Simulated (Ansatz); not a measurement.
Input:

TiBe₁₂:
```cif
data_Be12Ti
_chemical_formula_sum 'Ti1 Be12'
_space_group_name_H-M_alt 'P 1'
_space_group_IT_number 1
_cell_length_a 5.58130
_cell_length_b 5.58130
_cell_length_c 5.58130
_cell_angle_alpha 97.905
_cell_angle_beta 97.905
_cell_angle_gamma 136.463
loop_
_space_group_symop_operation_xyz
  'x, y, z'
loop_
_atom_site_label
_atom_site_type_symbol
_atom_site_fract_x
_atom_site_fract_y
_atom_site_fract_z
_atom_site_occupancy
Ti1 Ti 0.00000 0.00000 0.00000 1
Be1 Be 0.00000 0.00000 0.50000 1
Be2 Be 0.00000 0.50000 0.00000 1
Be3 Be 0.50000 0.50000 0.50000 1
Be4 Be 0.50000 0.00000 0.00000 1
Be5 Be 0.35139 0.00000 0.35139 1
Be6 Be 0.64861 0.00000 0.64861 1
Be7 Be 0.00000 0.64861 0.64861 1
Be8 Be 0.00000 0.35139 0.35139 1
Be9 Be 0.28290 0.50000 0.78290 1
Be10 Be 0.71710 0.50000 0.21710 1
Be11 Be 0.50000 0.71710 0.21710 1
Be12 Be 0.50000 0.28290 0.78290 1
```

This is the r²SCAN-relaxed structure.

Question: All from r²SCAN (plane waves, PAW; program Ansatz), unless another level is named. Estimate the density of states at the Fermi level.

Answer: 0.22 states/eV per atom (mean over ±0.08 eV).

Question: Predict the formation energy from the elements (no fitted shifts).

Answer: -0.16 eV/atom.

Space group I4/mmm. The first step of the workflow began from a Materials Project structure, measured or hypothetical; the Crystallography Open Database copy checked does not list it. Whether it is the stable phase at ambient conditions was not checked. The cell was relaxed with r²SCAN under the symmetry of its start; whether a distortion lowers the energy is not shown. The run is not spin-polarised. The references are the lowest solids computed at this level, not always the standard phases.

Potentials: the later of the program's two PAW sets.
